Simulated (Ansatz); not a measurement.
A relaxed cell of InP2 is given with its symmetry left out. The cell was found from a structure generator's guess, not taken from experiment.

These are results of DFT PBE, scalar-relativistic, plane waves, PAW (Ansatz 0.2.0), not measurements. Cutoff 420 eV, Γ-centred mesh, Gaussian smearing, no spin polarisation.

```
In P
1.0
     2.04607    1.18130    4.83713
    -2.04607    1.18130    4.83713
     0.00000   -2.36259    4.83713
In P
1 2
Direct
  0.00000 0.00000 0.00000
  0.42809 0.42809 0.42809
  0.57191 0.57191 0.57191
```

The zero of energy is the elements' standard structures at the same level; no fitted shifts are applied. The references include black phosphorus.

Question: What space group does it have?

Answer: R-3m (No. 166). Conventional cell: a = 4.092 Å, c = 14.511 Å. Around In lie 6 P at 2.73 Å; P has 1 P at 2.09 Å and 3 In at 2.73 Å.

Question: How far does it lie from the elements in energy?

Answer: +0.04 eV/atom. The separate elements lie lower, so it is unstable against them.

Question: Is it a metal?

Answer: Yes, bands cross the Fermi level on the 12×12×12 mesh.

Question: From what recipe could a structure generator have reached it?

Answer: One such recipe: 4-, 6-connected net, elements by coordination (R-3m, No. 166). Other recipes can lead to the same cell.

The last run used a 12×12×12 mesh for its 3-atom cell and Gaussian smearing of 0.10 eV. The k mesh leaves some 4 meV/atom of noise in the energy of each metallic cell. An odd number of electrons in the primitive cell allows no gap without spin; a larger cell or a magnetic state could open one. The cell is a metal run without spin; a magnetic state may lie lower. The reference form of P is held partly by dispersion forces, which this level lacks. Symmetry constrained the relaxation, so the result can be a saddle point.
